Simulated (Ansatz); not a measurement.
PbF2:
```
PbF2
1.0
    6.39418     0.00000     0.00000
    0.00000     3.87537     0.00000
    0.00000     0.00000     7.64987
Pb F
4 8
Direct
  0.25484   0.25000   0.89407
  0.74516   0.75000   0.10593
  0.24516   0.75000   0.39407
  0.75484   0.25000   0.60593
  0.47067   0.25000   0.15441
  0.52933   0.75000   0.84559
  0.02933   0.75000   0.65441
  0.97067   0.25000   0.34559
  0.64042   0.75000   0.43685
  0.35958   0.25000   0.56315
  0.85958   0.25000   0.93685
  0.14042   0.75000   0.06315
```

Relaxed with r²SCAN+D4.

Question: Map the electron localisation function on the plane through (0.255, 0.250, 0.894) spanned by u = [1, 0, 0] and v = [0, 0, 1] in lattice vectors, from DFT-r²SCAN+D4 in the program Ansatz with PAW potentials.

Answer: x is the fraction of u, y of v (the angle between them is 90°; rows are the nearest grid lines); atoms in the plane: Pb at (0.00, 0.00), Pb at (0.50, 0.71), F at (0.22, 0.26), F at (0.72, 0.45), F at (0.10, 0.67), F at (0.60, 0.04).
```
|000355421000013799988998312452000|
|002455420000000247899874102554200|
|334554310000000012355531002455433|
|544321000002344332110000001355555|
|101111100024566555554320000011111|
|124555310024554323455431000000001|
|899999962024530000035542100000258|
|998668994114530000035532000001489|
|998568995113542101245421000001489|
|899999973002455555432111110000158|
|256776531000123321113688876300002|
|012333210000011110137999998520000|
|000000000000000002589976799841000|
|000000000000000003699965799851000|
|000124565431000002589999999741000|
|013689999985200000136788875310000|
|025899999997410000012455543100000|
|026999657998510000000000000000000|
|013799999997300000011000000000000|
|101379999985100001334321000001111|
|443111345421000268999986200134454|
|334542100000003799988998411355433|
|002454210000014899856899511354200|
|000355421000013799988998312452000|
```
Scale: ten equal steps from 0.003 (start of '0') to 0.822 (end of '9'), in the order '0123456789'; x runs from 0.000 to 1.00, y from 0.000 (bottom) to 1.00 (top).

The density is the valence pseudo-density with augmentation charge, so density and ELF within about 1 Å of a nucleus are not all-electron values.

Space group Pnma. The workflow started from a Materials Project entry (that database holds measured and hypothetical structures alike); the Crystallography Open Database files this formula in space group No. 62, but the cells were not matched. Whether it is the stable phase at ambient conditions was not checked. Symmetry was held in the r²SCAN+D4 relaxation; whether a distortion lowers the energy is not shown. Scalar-relativistic: spin–orbit coupling is off unless named, which matters more the heavier the elements.

Potentials: the later of the program's two PAW sets.
